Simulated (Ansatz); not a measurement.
InBi (rock salt, Fm-3m), PBE (plane waves, PAW; program Ansatz), all energies at zero smearing, with the estimated change up to a 700 eV cutoff added, with one set of potentials and settings (totals compare only within such a set). Cell of 2 atoms (1 In, 1 Bi): -17994.265 eV.

```
element              reference phase  E (eV/atom)
-------  ---------------------------  -----------
In       I4/mmm, 1 atoms in the cell   -5597.8481
Bi         R-3m, 2 atoms in the cell  -12396.5536
```

Formation energy per atom, worked out: (-17994.265 − 1×(-5597.8481) − 1×(-12396.5536))/2 = 0.068 eV/atom (7 kJ per mol of atoms), at 0 K, without zero-point energy or fitted corrections.

The cell is a constructed one: a structure type filled with these elements; neither database checked (COD, Materials Project) lists it. COD files the formula under space group No. 129, so this cell is another polymorph or a model. Whether it is the stable phase at ambient conditions was not checked. Symmetry was held in the PBE relaxation; whether a distortion lowers the energy is not shown. The references are the lowest solids computed at this level, not always the standard phases. Spin–orbit coupling is left out wherever it is not named.

Potentials: the later of the program's two PAW sets.
